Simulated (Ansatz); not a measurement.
Input, command and steps of an Ansatz relaxation.

```yaml
crystal:
  lattice:
    - [5.8325206239, 0.0, 0.0]
    - [0.0, 5.8325206239, 0.0]
    - [0.0, 0.0, 5.8325206239]
  atoms:
    - { symbol: Pb, position: [0.25, 0.25, 0.25] }
    - { symbol: Pb, position: [0.25, 0.75, 0.75] }
    - { symbol: Pb, position: [0.75, 0.75, 0.25] }
    - { symbol: Pb, position: [0.75, 0.25, 0.75] }
    - { symbol: Se, position: [0.0, 0.0, 0.0] }
    - { symbol: Se, position: [0.5, 0.5, 0.5] }
basis:
  ecutwfc: 420
kpoints:
  mp_grid: { grid: [4, 4, 4] }
hamiltonian:
  xc: pbe
scf:
  occupations: { method: gaussian, width: 0.1 }
  lower_state_search: "off"
output:
  forces: true
  stress: true
  eigenvalues: true
relax:
  adjacent_minimum: "off"
  f_tol: 0.04
  max_steps: 70
  cell: { stress_tol: 0.4 }
```

```bash
ansatz run input.yaml --threads 1 --pin off --max-ram 2560MiB --backend cpu --events-out ev --progress --plain --runs-dir out
```

Theory: DFT PBE, scalar-relativistic, plane waves, PAW in Ansatz.

Of 5 frames 5 are shown, positions in Å and forces in eV/Å; the SCF threshold varies from step to step. Steps run on the plane waves of an earlier cell, with a Pulay correction in the pressure. The basis is chosen afresh for the last frame, the zero of the energies, and at times for earlier ones too; energy and pressure step there, also at an unchanged geometry. Here that happened at step 5 (-4 meV/atom, 0.2 GPa); the frames before carry an error of that size.

```xyz
6
Lattice="5.8325 0.0000 0.0000 0.0000 5.8325 0.0000 0.0000 0.0000 5.8325" Properties=species:S:1:pos:R:3:forces:R:3 pbc="T T T" step=1 free_energy_over_end_meV_per_atom=483.59 pressure_GPa=15.20
Pb    1.4581    1.4581    1.4581    0.0000    0.0000    0.0000
Pb    1.4581    4.3744    4.3744    0.0000    0.0000    0.0000
Pb    4.3744    4.3744    1.4581    0.0000    0.0000    0.0000
Pb    4.3744    1.4581    4.3744    0.0000    0.0000    0.0000
Se    0.0000    0.0000    0.0000    0.0000    0.0000    0.0000
Se    2.9163    2.9163    2.9163    0.0000    0.0000    0.0000
6
Lattice="6.1169 0.0000 0.0000 0.0000 6.1169 0.0000 0.0000 0.0000 6.1169" Properties=species:S:1:pos:R:3:forces:R:3 pbc="T T T" step=2 free_energy_over_end_meV_per_atom=151.77 pressure_GPa=6.69
Pb    1.5292    1.5292    1.5292    0.0000    0.0000    0.0000
Pb    1.5292    4.5876    4.5876    0.0000    0.0000    0.0000
Pb    4.5876    4.5876    1.5292    0.0000    0.0000    0.0000
Pb    4.5876    1.5292    4.5876    0.0000    0.0000    0.0000
Se    0.0000    0.0000    0.0000    0.0000    0.0000    0.0000
Se    3.0584    3.0584    3.0584    0.0000    0.0000    0.0000
6
Lattice="6.3832 0.0000 0.0000 0.0000 6.3832 0.0000 0.0000 0.0000 6.3832" Properties=species:S:1:pos:R:3:forces:R:3 pbc="T T T" step=3 free_energy_over_end_meV_per_atom=20.27 pressure_GPa=1.87
Pb    1.5958    1.5958    1.5958    0.0000    0.0000    0.0000
Pb    1.5958    4.7874    4.7874    0.0000    0.0000    0.0000
Pb    4.7874    4.7874    1.5958    0.0000    0.0000    0.0000
Pb    4.7874    1.5958    4.7874    0.0000    0.0000    0.0000
Se    0.0000    0.0000    0.0000    0.0000    0.0000    0.0000
Se    3.1916    3.1916    3.1916    0.0000    0.0000    0.0000
6
Lattice="6.5415 0.0000 0.0000 0.0000 6.5415 0.0000 0.0000 0.0000 6.5415" Properties=species:S:1:pos:R:3:forces:R:3 pbc="T T T" step=4 free_energy_over_end_meV_per_atom=3.59 pressure_GPa=-0.14
Pb    1.6354    1.6354    1.6354    0.0000    0.0000    0.0000
Pb    1.6354    4.9061    4.9061    0.0000    0.0000    0.0000
Pb    4.9061    4.9061    1.6354    0.0000    0.0000    0.0000
Pb    4.9061    1.6354    4.9061    0.0000    0.0000    0.0000
Se    0.0000    0.0000    0.0000    0.0000    0.0000    0.0000
Se    3.2707    3.2707    3.2707    0.0000    0.0000    0.0000
6
Lattice="6.5415 0.0000 0.0000 0.0000 6.5415 0.0000 0.0000 0.0000 6.5415" Properties=species:S:1:pos:R:3:forces:R:3 pbc="T T T" step=5 free_energy_over_end_meV_per_atom=0.00 pressure_GPa=0.05
Pb    1.6354    1.6354    1.6354    0.0000    0.0000    0.0000
Pb    1.6354    4.9061    4.9061    0.0000    0.0000    0.0000
Pb    4.9061    4.9061    1.6354    0.0000    0.0000    0.0000
Pb    4.9061    1.6354    4.9061    0.0000    0.0000    0.0000
Se    0.0000    0.0000    0.0000    0.0000    0.0000    0.0000
Se    3.2707    3.2707    3.2707    0.0000    0.0000    0.0000
```

The start puts this composition into another compound's structure type, which needn't suit it. The cell swells from 33.1 to 46.7 Å³ an atom, so the end can be far from any stable crystal. At the end the space group is Pn-3m (tolerance 0.05 Å).

Time: 46 s on 1 thread of Arm Neoverse V1, on a shared host, peak memory 0.52 GiB.

The k mesh is coarse. Spin–orbit coupling is left out, which can shift energies with elements as heavy as these.